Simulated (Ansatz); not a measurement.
# WS2 under strain: S-33 nuclear quadrupole resonance

Cell: a structure deposited in the COD, relaxed with PBE at fixed cell and then changed (z compressed by 1 %, ions relaxed).

```
W S
1.0
     3.15320    0.00000    0.00000
    -1.57660    2.73075    0.00000
     0.00000    0.00000   12.19977
W S
2 4
Cartesian
  0.0000 1.8205 3.0499
  1.5766 0.9103 9.1498
  0.0000 1.8205 7.5746
  1.5766 0.9103 1.4748
  0.0000 1.8205 10.7250
  1.5766 0.9103 4.6251
```

Sites (sets of like atoms) are named by element and the number of their first atom in this list.

Computed with Ansatz: DFT, PBE, plane waves and PAW, scalar-relativistic, collinear spin, 420 eV cutoff, Γ-centred 16×16×4 k-points, Fermi–Dirac smearing 0.02 eV. Start moments as typed (μB): 2 on each W, none on the rest.

S-33: I = 3/2, Q = -69.40 mb (year-2017 value). Static lattice, zero field.

Question: Predict the zero-field S-33 lines of each site.

Answer: For I = 3/2 there is one line, ν = (|C_Q|/2)(1 + η²/3)^½.

```tsv
site	atoms	V_zz (10²¹ V/m²)	C_Q (MHz)	η	line frequencies (MHz)
S	3, 4, 5, 6	-4.28	7.17	0.00	3.59
```

An axis of threefold or higher order runs through S, so V_zz lies along it and η is zero.

Without spin–orbit coupling the gradients at and beside W can be off by some per cent, at some sites by more. The start moments die out, and the run ends without spin.
